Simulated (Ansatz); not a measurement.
# Ce$_{2}$MnAlO$_{6}$ in Ansatz, settings compared

The command:

```bash
ansatz run input.yaml --threads 1 --pin off --max-ram 2560MiB --backend cpu --events-out ev --progress --plain --runs-dir out
```

input.yaml:

```yaml
crystal:
  lattice:
    - [0.0, 3.919705, 3.919705]
    - [3.919705, 0.0, 3.919705]
    - [3.919705, 3.919705, 0.0]
  atoms:
    - { symbol: Mn, position: [0.0, 0.0, 0.0] }
    - { symbol: O, position: [0.7357, 0.2643, 0.2643] }
    - { symbol: O, position: [0.2643, 0.7357, 0.2643] }
    - { symbol: O, position: [0.2643, 0.7357, 0.7357] }
    - { symbol: O, position: [0.7357, 0.2643, 0.7357] }
    - { symbol: O, position: [0.2643, 0.2643, 0.7357] }
    - { symbol: O, position: [0.7357, 0.7357, 0.2643] }
    - { symbol: Al, position: [0.5, 0.5, 0.5] }
    - { symbol: Ce, position: [0.25, 0.25, 0.25] }
    - { symbol: Ce, position: [0.75, 0.75, 0.75] }
  symmetry: { tolerance: 0.0003 }
kpoints:
  mp_grid: { grid: [4, 4, 4], shift: [0, 0, 0] }
magnetization:
  spin_polarized: false
scf:
  occupations: { method: fermi_dirac }
hamiltonian:
  pseudopotentials: { kind: paw }
  xc: r2scan
basis:
  ecutwfc: 500
output:
  forces: true
  stress: true
  eigenvalues: true
  write_density: true
  write_potential: true
  elf: true
  volumetric_format: npy
```

Origin of the cell: a known structure type with other elements, at an estimated volume, so it need not be a known compound.

The smearing width isn't typed, so it takes its default of 0.1 eV.

Output of this run (shortened):

```
band count auto-derived: 58 (N_el = 78.0; filled up to band 39; 49 by the electrons, moments and atoms)
Pseudopotentials: kind: paw
Pseudopotential: Mn, paw, valence charge 15, recommended cutoff 500 eV (meta_gga), Mn.paw.azcp
Pseudopotential: O, paw, valence charge 6, recommended cutoff 500 eV (meta_gga), O.paw.azcp
Pseudopotential: Al, paw, valence charge 3, recommended cutoff 500 eV (meta_gga), Al.paw.azcp
Pseudopotential: Ce, paw, valence charge 12, recommended cutoff 500 eV (meta_gga), Ce.paw.azcp
Functional definition: r2SCAN
  exchange = r2scan_x(k0 = k0, k1 = k1, a1 = a1)
  correlation = r2scan_c
Crystal: 10 atoms, lattice volume = 120.445 Å³
Basis set: ecut = 500 eV, 3119 PW (Γ), exchange–correlation on 180×180×180 points (64 copies of the dense FFT grid, shifted against one another)
[… 16 lines left out …]
Initial density: superposition of atomic densities (chi_scale 0.1, normalization cell, long waves kept (reshape's long-wave potential 0.01 eV rms))
Functional: x = r2scan, c = r2scan; τ floored in thin density (d = 2e-4 eV/Å³)
SCF iter   1: F=—  HF=-21064.474549 eV  Δρ=3.28e-1  dr2=1.45e2  dr2_τ=1.19e0  defer=3
SCF iter   2: F=—  HF=-21077.815585 eV  Δρ=4.15e-1  dr2=2.30e2  dr2_τ=4.86e0  defer=61
SCF iter   3: F=—  HF=-21050.652541 eV  Δρ=1.30e-1  dr2=1.31e1  dr2_τ=7.62e-1  defer=7
SCF iter   4: F=—  HF=-21049.896659 eV  Δρ=5.08e-2  dr2=2.35e0  dr2_τ=6.25e-1
SCF iter   5: F=—  HF=-21052.159089 eV  Δρ=2.11e-2  dr2=6.20e-1  dr2_τ=3.61e-2
[… 12 lines left out …]
SCF iter  18: F=—  HF=-21048.128177 eV  Δρ=1.22e-5  dr2=1.88e-7  dr2_τ=2.43e-8
SCF iter  19: F=—  HF=-21048.128177 eV  Δρ=4.86e-6  dr2=2.60e-8  dr2_τ=8.47e-10
SCF iter  20: F=—  HF=-21048.128177 eV  Δρ=1.62e-6  dr2=3.09e-9  dr2_τ=7.21e-11
SCF iter  21: F=—  HF=-21048.128177 eV  Δρ=8.24e-7  dr2=1.03e-9  dr2_τ=9.00e-12
SCF iter  22: F=-21048.128177 eV  HF=-21048.128177 eV  Δρ=5.48e-6  dr2=4.83e-8  dr2_τ=3.00e-10
SCF 1 converged in 22 iterations: F = -21048.128177 eV  dr2 = 4.83e-8
the search or the solves at the SCF's close seem to have found levels that the self-consistency loop had missed (the run counts 1). By its estimate they hold under 1e-12 electrons; where the […]
SCF converged after 22 iterations
Free energy (F): -21048.128177 eV
Harris-Foulkes:  -21048.128177 eV  (|F-HF|=4.66e-8)
Internal energy: -21047.550683 eV  (E = F + TS)
E sigma→0 (E₀):  -21047.839430 eV
Entropy (-TS):   -0.577495 eV (-57.749 meV/atom)
Fermi energy:    12.876608 eV
--- Per-component energies (eV) ---
  E_band       = -224.670516
  E_kinetic    = 2123.065426
  E_local      = -4761.240683  (includes V_loc(G=0)·N_el)
  E_nonlocal   = 445.426342
  E_hartree    = 1855.578504
  E_xc         = -1027.397190
  E_vxc        = -1383.249663  (∫ρ·V_xc dr)
  E_paw        = -13732.186215  (= ΣΔE_a)
  E_vpaw       = -442.034808  (= ΣTr[D̂ρ^β])
  E_aug_tail   = 0.005864  (compensation charges beyond the density's cutoff)
  E_vtau       = 82.189856  (kinetic-family band-sum trace: ∫τ·v_τ [+ j·A + Jᵃ·Aᵃ] dr)
  E_ewald      = -5950.432689
  E_core_change = -0.370043  (= ΣΔE_core)
  E_smearing   = -0.577495  (= −TS)
  Σ components = -21048.128177   (vs F -21048.128177, Δ=0.00e0)
--- Forces (eV/Å), atoms counted from 1 ---
[… 5 lines left out …]
  atom   6  O     -0.000000     0.000000    -2.301714
  atom   7  O     -0.000000     0.000000     2.301714
  atom   8  Al     0.000000    -0.000000    -0.000000
  atom   9  Ce     0.000000    -0.000000    -0.000000
  atom  10  Ce    -0.000000    -0.000000     0.000000
  max |Σ_I F_I| component: 2.22e-15 eV/Å
--- Stress (GPa, compression-positive) ---
      -19.302776      -0.000000       0.000000
        0.000000     -19.302776      -0.000000
        0.000000      -0.000000     -19.302776
  P = ⅓ Tr σ = -19.3028 GPa (-193.028 kbar)
```

The same input was run again with these changes:

1. `kpoints.mp_grid.grid` [4, 4, 4] → [3, 3, 3]; `crystal.symmetry` { tolerance: 0.0003 } → { detect: false }
2. `hamiltonian.pseudopotentials` { kind: paw } → { kind: nc }; `hamiltonian.dispersion` default → d3bj
3. `scf.occupations.method` fermi_dirac → tetrahedron
4. `scf.lower_state_search` default → "off"; `kpoints.mp_grid.grid` [4, 4, 4] → [2, 2, 2]

| run | end | SCF iterations | P (GPa) | max force component (eV/Å) | moment (μB) | ΔE(σ→0) (meV/atom) |
| --- | --- | --- | --- | --- | --- | --- |
| base | converged | 22 | -19.30 | 2.302 | – | 0 |
| 1 | converged | 23 | -19.26 | 2.301 | – | 1.06 |
| 2 | input refused | 0 | – | – | – | – |
| 3 | SCF not converged | 100 | – | – | – | – |
| 4 | converged | 34 | -18.96 | 2.279 | – | 15.59 |

Energies are compared only where functional, datasets, charge and starting cell are the same.

Not properties of the system: run 4 (too coarse or loose: `kpoints.mp_grid.grid` = [2, 2, 2]).

Caveats of the base run: f shells without a U or exact exchange are poorly placed; no spin polarisation, so a magnetic state may lie lower; no spin-orbit coupling, though heavy elements are present; the k mesh is coarse if the cell is a metal.

The base run took 20 s on 1 thread of Intel(R) Xeon(R) Gold 6455B (Sapphire Rapids), with other jobs on the host, peak memory 0.79 GiB, from the program's own first density.
